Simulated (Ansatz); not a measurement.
Relaxed-ion elastic tensor of ZrC in space group Pm-3m (No. 221; Zr on 3c, C on 3d) in GPa (Voigt order), PBEsol in the plane-wave PAW code Ansatz; density 5.37 g/cm³, 15.95 Å³ per atom.

```
      1     2     3     4     5     6
-  ----  ----  ----  ----  ----  ----
1   300  75.7  75.7   0.0   0.0   0.0
2  75.7   300  75.7   0.0   0.0   0.0
3  75.7  75.7   300   0.0   0.0   0.0
4   0.0   0.0   0.0  25.0   0.0   0.0
5   0.0   0.0   0.0   0.0  25.0   0.0
6   0.0   0.0   0.0   0.0   0.0  25.0
```

Question: Is the crystal mechanically stable?

Answer: Yes: the smallest eigenvalue of C is 25.0 GPa.

Question: Work out the Voigt, Reuss and Hill averages.

Answer: K_V = 150, K_R = 150, K_H = 150; G_V = 59.8, G_R = 36.2, G_H = 48.0 GPa.

Question: Give Young's modulus, Poisson's ratio, Pugh's ratio and the universal anisotropy index.

Answer: E = 9KG/(3K + G) = 130 GPa; ν = 0.36; K/G = 3.13 (ductile by the Pugh limit of 1.75); A_U = 5G_V/G_R + K_V/K_R − 6 = 3.25.

Question: Estimate the sound speeds and the Debye temperature.

Answer: v_l = √((K + 4G/3)/ρ) = 6320 m/s, v_t = √(G/ρ) = 2990 m/s, mean 3360 m/s; Θ = (h/k)(3n/4πV)^(1/3) v_m = 398 K.

Question: Give the Zener ratio and Young's modulus along [100], [110] and [111].

Answer: A = 2C44/(C11 − C12) = 0.22; 1/E = S11 − 2(S11 − S12 − S44/2)Γ with Γ = 0, 1/4, 1/3 gives 269, 87.0, 71.0 GPa.

The start of the workflow was typed in or built on a structure type; neither database checked (COD, Materials Project) lists it. It is not the phase usual at ambient conditions (space group No. 225). The PBEsol relaxation kept the symmetry of its start. At this level the phase is dynamically unstable (imaginary phonons). No spin polarisation was allowed. Its formation energy is positive at this level, so the cell may be metastable or incomplete. As this level gives no gap, shear constants depend on the k-mesh and smearing (Fermi–Dirac, 0.1 eV here).

Potentials: the earlier of the program's two PAW sets. The files were generated under PBE; for other functionals the program regenerates the frozen cores, and for LDA and PBEsol the local potential too.
